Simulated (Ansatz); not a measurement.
**Question.** Each is relaxed and computed with the program Ansatz at the HSE06 level (PAW). Which alone has a direct gap?
(A) SiC, 4H polytype
(B) PbS, P6_3mc (Pb on 2a, Pb on 2b, S on 2a, S on 2b)
(C) InCo3SnS2, R-3m (In on 3b, Co on 9e, Sn on 3a, S on 6c)
(D) ZnS, 4H polytype

**Answer.** D, ZnS, 4H polytype. ZnS: gap 3.32 eV (direct); InCo3SnS2: gap 0.75 eV (indirect); PbS: gap 2.01 eV (indirect); SiC: gap 3.15 eV (indirect). Constructed cells (a structure type filled with these elements, in neither database checked): PbS, P6_3mc (Pb on 2a, Pb on 2b, S on 2a, S on 2b). Not the usual ambient phase: PbS, P6_3mc (Pb on 2a, Pb on 2b, S on 2a, S on 2b). Standing as an ambient phase not checked: InCo3SnS2, R-3m (In on 3b, Co on 9e, Sn on 3a, S on 6c). All cells were relaxed under the symmetry of their starts (and spin orders); stability against distortions was not tested throughout. Rows with no word on spin ran without spin polarisation. Spin–orbit coupling is left out wherever it is not named.

Potentials: the later of the program's two PAW sets.
